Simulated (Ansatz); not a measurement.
# Sensitivity of the gradients in HfO2 with Au replacing Hf to the input

Cell: a supercell of HfO2 (fluorite type, Fm-3m) built from a COD entry, with all atoms left at the host's positions.

Space group Fm-3m (No. 225); a = 10.2300 Å.

| site | Wyckoff | site symmetry | x | y | z |
| --- | --- | --- | --- | --- | --- |
| Au | 4a | m-3m | 0.0000 | 0.0000 | 0.0000 |
| Hf2 | 24d | m.mm | 0.2500 | 0.2500 | 0.0000 |
| Hf8 | 4b | m-3m | 0.5000 | 0.5000 | 0.5000 |
| O9 | 32f | .3m | 0.1250 | 0.1250 | 0.1250 |
| O12 | 32f | .3m | 0.6250 | 0.3750 | 0.3750 |

One atom of each set is listed; the run and its k-mesh use a cell of 24 atoms with edges of 7.23, 7.23, 7.23 Å.

Reference run. The numbers come from a DFT calculation in Ansatz (PBE, plane waves and PAW, scalar-relativistic, 420 eV cutoff, Γ-centred 3×3×3 k-points, Fermi–Dirac smearing 0.01 eV, cell charge -1).

(1) The input is changed as follows: `hamiltonian.pseudopotentials`: {kind: paw} → {kind: paw, source: jth}. What happens to V_zz (10²¹ V/m²) and η?

Answers

(1) 

```csv
site,V_zz reference,η reference,V_zz changed,η changed
Au,0.00,–,0.00,–
Hf2,-4.58,0.88,-4.55,0.86
O9,3.84,0.00,3.92,0.00
O12,0.31,0.00,0.32,0.00
```

The largest change of V_zz is on O9, from 3.84 to 3.92. In per cent, |V_zz| changes by -1 on Hf, +2 on O (all sites that start above 2). Other sites without a gradient aren't listed. The cutoff that the program takes moves with it, from 420 to 1380 eV. The changed run reads another set of PAW files, with 191 valence electrons a neutral cell instead of 297. SCF iterations: 16 and 12. New warnings: radial quadrature taken.

On the reference run: The run isn't spin-polarised, and a state with spin may lie lower. The defect repeats with the cell of 24 atoms, so it feels its images: sites between two images don't show the values beside a lone defect, and zeros or small values of η there can come from the images' arrangement. This high-symmetry form of HfO2 is unstable when cold, to shifts of the oxygen columns, towards the tetragonal form. The symmetry of the cell holds that distortion back, wholly or in part, and it would change the field gradients, the more the larger the distortion. A uniform background compensates the cell's charge. The defect cell has no gap above 0.1 eV on its mesh, so the values can hang on the smearing and the k-mesh. Without spin–orbit coupling the gradients at and beside Au and Hf can be off by some per cent, at some sites by more. The neighbours have not yet relaxed around the defect (largest force 1.7 eV/Å), so a real crystal will differ.
